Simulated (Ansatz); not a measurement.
Computed with DFT PBE, scalar-relativistic, plane waves, PAW in Ansatz 0.2.0. All cells share a 420 eV cutoff and Γ-centred k meshes spaced about 0.3 Å⁻¹ or finer (0.25 for metals, 2π included). No spin polarisation.

These are static total energies at zero pressure.

Compare these two cells of Sc2As3Se3, each relaxed at this level.

A.

```
CELL_PARAMETERS angstrom
3.64696 0.00000 0.00000
0.00000 3.75511 0.00000
0.00000 0.00000 15.51998
ATOMIC_POSITIONS crystal
Sc 0.00000 0.00000 0.35232
Sc 0.00000 0.00000 0.64768
As 0.00000 0.50000 0.00000
As 0.50000 0.00000 0.50000
As 0.50000 0.00000 0.00000
Se 0.50000 0.50000 0.28994
Se 0.50000 0.50000 0.71006
Se 0.00000 0.50000 0.50000
```

B.

```
CELL_PARAMETERS angstrom
3.70885 0.00000 0.00000
0.00000 3.70885 0.00000
0.00000 0.00000 15.31981
ATOMIC_POSITIONS crystal
Sc 0.50000 0.00000 0.85477
Sc 0.00000 0.50000 0.14523
As 0.00000 0.00000 0.50000
As 0.00000 0.00000 0.00000
As 0.50000 0.50000 0.50000
Se 0.00000 0.50000 0.78994
Se 0.50000 0.00000 0.21006
Se 0.50000 0.50000 0.00000
```

Question: Which form is favoured at zero pressure, and by what margin per atom?

Answer: B is lower, by 20 meV/atom. A has space group Pmmm (No. 47), 26.6 Å³/atom and no gap on its mesh; B has space group P-4m2 (No. 115), 26.3 Å³/atom and no gap. Counting As or Se atoms around Sc (for each partner element, those within 1.25 times its shortest distance or 1.15 times the sum of covalent radii, where it is the nearest in units of that sum or under 1.3), A and B both have Sc 8. A holds As–As nets (shortest 2.62 Å); in B the shortest As–As distance is 2.62 Å, near bonding range too. Both come from trial cells of a structure search, whose lowest cell (R-3m, 24.7 Å³/atom) lies 78 meV/atom below the lower of the two.

For metals, differences of a few meV/atom aren't resolved. No dispersion correction is applied, so the spacing and binding between layers, chains or molecules are poorly described (Pmmm, P-4m2), and this can change margins and order among such cells. In Pmmm, P-4m2 an odd number of electrons in the primitive cell allows no gap without spin; a larger cell or a magnetic state could open one. Trial moments fell under 0.15 μB along the way in Pmmm and P-4m2; another start might hold them. Cells relaxed within their symmetry can be saddle points. Some candidate types were left out of the draw beforehand, so a known form may be missing.
